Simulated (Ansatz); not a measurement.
Relaxation of a randomly generated symmetric cell of Bi2Se3 (space group No. 224); 10 atoms in the cell, which starts as Pn-3m, origin choice 1 (No. 224), cP10; a = 6.7464 Å, b = 6.7464 Å, c = 6.7464 Å, α = 90.00°, β = 90.00°, γ = 90.00°. Computed with PBE (plane waves to 420 eV, PAW, scalar-relativistic; Ansatz, a program for electronic structure). Γ-centred k-mesh 4×4×4 on the run's cell (coarser than for final values), Fermi–Dirac smearing 0.05 eV. This is the first round of the run. 

The optimiser's lines from the output (shortened; P is positive under compression):

```
relax step   1: F+E_penalty+E_count = -82411.70857844 eV  Δ(F+E_penalty+E_count) = +0.000e0 eV  max|allowed force component| = 5.963e-19 eV/Å  Δτ_max = 0.0000 Å  P = +5.273 GPa  Ω = 307.061 Å³  (8 SCF iters, dr2 threshold 1.00e-7 eV, accepted)
relax step   2: F+E_penalty+E_count = -82412.05755364 eV  Δ(F+E_penalty+E_count) = -3.490e-1 eV  max|allowed force component| = 1.055e-18 eV/Å  Δτ_max = 0.0000 Å  P = -1.985 GPa  Ω = 354.193 Å³  (7 SCF iters, dr2 threshold 1.00e-6 eV, accepted)
relax step   3: F+E_penalty+E_count = -82412.16410446 eV  Δ(F+E_penalty+E_count) = -1.066e-1 eV  max|allowed force component| = 1.583e-18 eV/Å  Δτ_max = 0.0000 Å  P = -0.327 GPa  Ω = 339.927 Å³  (5 SCF iters, dr2 threshold 1.00e-6 eV, accepted)
relax step   4: F+E_penalty+E_count = -82412.16677730 eV  Δ(F+E_penalty+E_count) = -2.673e-3 eV  max|allowed force component| = 1.858e-18 eV/Å  Δτ_max = 0.0000 Å  P = -0.018 GPa  Ω = 337.590 Å³  (4 SCF iters, dr2 threshold 2.67e-7 eV, accepted)
relax step   5: F+E_penalty+E_count = -82412.16861046 eV  Δ(F+E_penalty+E_count) = -1.833e-3 eV  max|allowed force component| = 1.872e-18 eV/Å  Δτ_max = 0.0000 Å  P = -0.019 GPa  Ω = 337.590 Å³  stress off target by 1.90e-2 GPa  SCF on the basis re-selected at this cell (its energy is not comparable with the rows above)  (9 SCF iters)
```

From the first to the last row the energy changes by -0.05 eV/atom and the volume by +9.9 %. The last row is marked as not comparable with the walk above it, whose basis was carried along; it does compare with step 1, since both stand on a basis selected at the nominal cutoff for their own cell.

Later rounds, restarted from the end of this one on a renewed k-mesh, logged 2 more steps and released under 0.01 eV/atom more. The final structure after all rounds: Pn-3m, origin choice 1 (No. 224), cP10; a = 6.963 Å, b = 6.963 Å, c = 6.963 Å, α = 90.00°, β = 90.00°, γ = 90.00°. Between re-selections the logged energies stand on a plane-wave basis carried along with the cell. No spin polarisation in the result.

The run could not lose the symmetry of its start, so the end can be a saddle point.

All atoms sit on sites fixed by symmetry, so only the cell could relax.

The relaxed structure here is a generated cell of Bi2Se3: the first start was made by a random draw of sites in a space group, and the end was not matched to a known phase here, so it may be hypothetical. Known forms of Bi2Se3 include space group No. 166.
